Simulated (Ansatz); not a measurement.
**TiH$_{2}$Se$_{6}$, a known structure type with other elements, at an estimated volume**

```
H Ti Se
1.0
     3.05235    5.28683    0.00000
    -3.05235    5.28683    0.00000
     0.00000    0.00000    4.96379
H Ti Se
2 1 6
Cartesian
  0.0000 3.5246 3.4376
  0.0000 7.0491 1.5262
  0.0000 0.0000 0.0000
  0.0000 1.6442 1.1038
  1.6285 4.4648 1.1038
  -1.6285 4.4648 1.1038
  -1.6285 6.1089 3.8600
  0.0000 8.9295 3.8600
  1.6285 6.1089 3.8600
```

The numbers come from plane-wave PAW DFT (Ansatz): PBE, no spin polarisation, 420 eV, 7×7×7 Γ-centred k points, fermi-dirac occupations (width 0.1 eV). Nothing was relaxed.

Q: Describe some of the short contacts.

A: Ti–Se at 1.98 Å: least valence density 1.07 e/Å³ and ELF 0.43 there. H–Se at 3.00 Å: least valence density 0.07 e/Å³ and ELF 0.10 there. These are pseudo-fields; inside the PAW spheres they differ from the all-electron ones.

Q: How is the charge shared?

A: Bader charges in e: Ti +0.62, H -0.22, Se -0.03. In the mean Ti gives up most and H takes most.

Q: Is there a gap?

A: It is a metal, with about 5.5 states/eV a cell as the mean within 0.25 eV of the Fermi level, mostly Se p (77 %) and H s (14 %).

Q: Is the cell too large or too small?

A: The pressure is 43.9 GPa (compression positive), so with the atoms held at these fractions the cell would first expand; the forces are large, so a full relaxation may end otherwise.

Origin: a known structure type with other elements, at an estimated volume, so it need not be a known compound. Caveats: many states at the Fermi level without spin polarisation, so a magnetic state may lie lower; atoms or cell far from equilibrium.
